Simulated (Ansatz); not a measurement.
LiF in space group P6_3/mmc (No. 194; Li on 2d, F on 2c), a = b = 3.2958 Å, c = 4.0173 Å, α = β = 90.00°, γ = 120.00°.

Relaxed with PBEsol. PBEsol (plane waves, PAW; program Ansatz) gives a gap of 7.58 eV.

Problem. What gap does HSE06 give on the same cell (Ansatz, PAW)?

Solution. 9.90 eV, 2.32 eV more. The hybrid was solved on a coarser mesh and at special points; the gap given is the minimum over both.

```
k  v1 PBEsol  c1 PBEsol  v1 HSE06  c1 HSE06
-  ---------  ---------  --------  --------
Γ       0.00       7.58      0.00      9.90
A      -0.86      10.09       ___       ___
K      -0.77      10.87       ___       ___
H      -0.12      12.01     -0.13     14.43
M      -0.47      10.25       ___       ___
L      -0.39      10.77       ___       ___
```

Problem. Top valence (v1) and lowest conduction level (c1) in eV from each method's valence maximum (which need not be a listed point): supply the withheld HSE06 values.

Solution. 
- M, v1 HSE06: -0.49
- M, c1 HSE06: 12.62
- K, v1 HSE06: -0.80
- K, c1 HSE06: 13.25
- L, v1 HSE06: -0.40
- L, c1 HSE06: 13.18
- A, v1 HSE06: -0.90
- A, c1 HSE06: 12.48

Cost on shared cores: the PBEsol run (SCF on a 10×10×7 mesh, then bands and DOS) very roughly 10 core-seconds, the HSE06 run (SCF on 7×7×5, then a few points) around 120 core-seconds (rough); the tasks are unlike.

The start of the workflow was typed in or built on a structure type; neither database checked (COD, Materials Project) lists it. It is not the phase usual at ambient conditions (space group No. 225). The PBEsol relaxation kept the symmetry of its start; whether a distortion lowers the energy is not shown.

Potentials: the later of the program's two PAW sets.
